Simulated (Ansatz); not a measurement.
The slice is one period of a (0001) plane through atoms; its size isn't given.

The numbers are results of PBE (plane waves to 420 eV, PAW, scalar-relativistic; Ansatz, a program for electronic structure), not measurements. These are valence fields of a PAW run, semicore shells included where kept as valence: close to a nucleus they are smooth pseudo fields.

```
|@%#=.   .=#%|
|##+-.   .-+#|
|==-..   ..-=|
|...       ..|
|            |
|    .....   |
|   .:===:.  |
|  .-+###+-. |
|  .=#%@%#=. |
|  :+#@@@#+: |
|  .=#%@%#=. |
|  .-+###+-. |
|  ..-===-.. |
|    .....   |
|            |
|...       ..|
|==:.     .:=|
|##+-.   .-+#|
|@%#=.   .=#%|
|@@#+:   :+#@|
```
Scale: ten equal steps from -0.85 (start of ' ') to 1.55 (end of '@'), in the order ' .:-=+*#%@'. Values: log₁₀ of the valence density in e/Å³. The map has 12 points along u (one character each, u = 0 at the left) and 20 along v (v = 0 in the bottom row). The scale is logarithmic, as a density can span decades between atoms and voids.

```
|xx@+.:=:.+@x|
|@@#:.=*=.:#@|
|*+: :#%#: :+|
|   .=#%#=.  |
|  .:-----:. |
|:..   .   ..|
|:.  :=+=:  .|
|.  :#@@@#:  |
|.  +@xxx@+  |
|: .*@xxx@*. |
|=:.+@xxx@+.:|
|*=.:#@@@#:.=|
|%#: :+*+: :#|
|%#=.     .=#|
|---:.   .:--|
|.   ..:..   |
|+=:  .:.  :=|
|@@#:  .  :#@|
|xx@+  .  +@x|
|xx@*. : .*@x|
```
Scale: ten equal steps from 0.12 (start of ' ') to 0.83 (end of '@'), in the order ' .:-=+*#%@'. Values: electron localisation function (ELF). The map has 12 points along u (one character each, u = 0 at the left) and 20 along v (v = 0 in the bottom row). Points within 0.5 Å of a nucleus are blanked (x), as the pseudised field means little there.

Problem. Which relaxed crystal do these maps come from?
A) Lu (hcp, Mg type)
B) Ti (hcp, Mg type)
C) Hf (hcp, Mg type)

Solution. C, Hf (hcp, Mg type). Atoms on the slice: Hf at (0.00, 0.00); Hf at (0.50, 0.50)

All were relaxed with their symmetry unable to fall. Hf is run without spin polarisation. Lu is run without spin polarisation. Spin-orbit coupling is left out. Ti is run without spin polarisation.
